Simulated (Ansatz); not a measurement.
NaCl (CsCl type, space group No. 221), PBEsol in the plane-wave PAW code Ansatz. The conduction-band minimum lies at Γ, with 1 equivalent valley. Second derivatives d²E/dk² of the lowest band at one valley (eV·Å²), along Cartesian directions:

| direction | d²E/dk² |
|---|---|
| [100] | 21.30 |
| [010] | 21.30 |
| [001] | 21.30 |
| [110] | 21.30 |
| [101] | 21.30 |
| [011] | 21.30 |

**Question.** Find the principal effective masses, the density-of-states mass and the conductivity mass.

**Answer.** Off-diagonal terms follow from H_xy = H[110] − (H_xx + H_yy)/2, and m*/mₑ = 7.620 eV·Å² over each eigenvalue: 0.36, 0.36, 0.36. One valley's DOS mass (m₁m₂m₃)^(1/3) = 0.36, conductivity mass 3/(Σ 1/mᵢ) = 0.36 mₑ.

**Question.** What effective density of states Nc follows at 300 K for parabolic valleys?

**Answer.** Nc = 2.509e19 × 1 × (0.36)^(3/2) ≈ 5.4e18 cm⁻³.

**Question.** With the computed static dielectric constant 15.2 (mean of the diagonal), estimate a hydrogenic donor's binding energy and radius.

**Answer.** E = 13.606 eV × 0.36/15.2² ≈ 21 meV; a = 0.529 Å × ε/m* ≈ 22 Å. Semilocal masses tend to be too small where the gap is.

**Question.** With ε∞ = 2.79 and ω_LO = 229 cm⁻¹, what Fröhlich coupling constant follows?

**Answer.** α = (1/ε∞ − 1/ε0) √(m* × 13.606 eV/ħω_LO) = 3.8.

Space group Pm-3m (CsCl type). This is a known high-pressure phase of the composition, computed here at zero pressure and temperature. The cell was relaxed with PBEsol under the symmetry of its start. At this level the phase is dynamically unstable (imaginary phonons).

Potentials: the later of the program's two PAW sets.
